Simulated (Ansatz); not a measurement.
NiGe:
```xyz
2
Lattice="2.9362 0.0000 0.0000 0.0000 2.9362 0.0000 0.0000 0.0000 2.9362" Properties=species:S:1:pos:R:3 pbc="T T T"
Ni     0.0000     0.0000     0.0000
Ge     1.4681     1.4681     1.4681
```

Relaxed with r²SCAN. Special points in fractions of this cell's reciprocal vectors: Γ (0.000, 0.000, 0.000); X (0.000, 0.500, 0.000); M (0.500, 0.500, 0.000); R (0.500, 0.500, 0.500).

### Question
List the band energies nearest the Fermi level at these points for r²SCAN (plane waves, PAW; program Ansatz).

### Answer
In eV from the Fermi level; about four levels below and three above (degenerate sets whole), none deeper than 8.9 eV; … stands for higher levels left out; points with the same levels are listed once.

```
k                                below           above
-  -----------------------------------  --------------
Γ        -3.38 -3.38 -1.76 -1.76 -1.76  2.69 2.69 2.69
X              -2.73 -2.73 -1.72 -1.13  7.27 7.27 9.55
M              -2.23 -2.23 -1.35 -0.08     1.37 7.85 …
R  -5.35 -5.35 -5.35 -3.95 -1.32 -1.32  2.25 2.25 2.25
```

Space group Pm-3m (CsCl type). The cell is a constructed one: a structure type filled with these elements; neither database checked (COD, Materials Project) lists it. COD files the formula under space group No. 62, so this cell is another polymorph or a model. Whether it is the stable phase at ambient conditions was not checked. The cell was relaxed with r²SCAN under the symmetry of its start; its stability against distortions is not shown here. The workflow began spin-polarised and lost its moments. Spin–orbit coupling is left out wherever it is not named.

Potentials: the earlier of the program's two PAW sets.
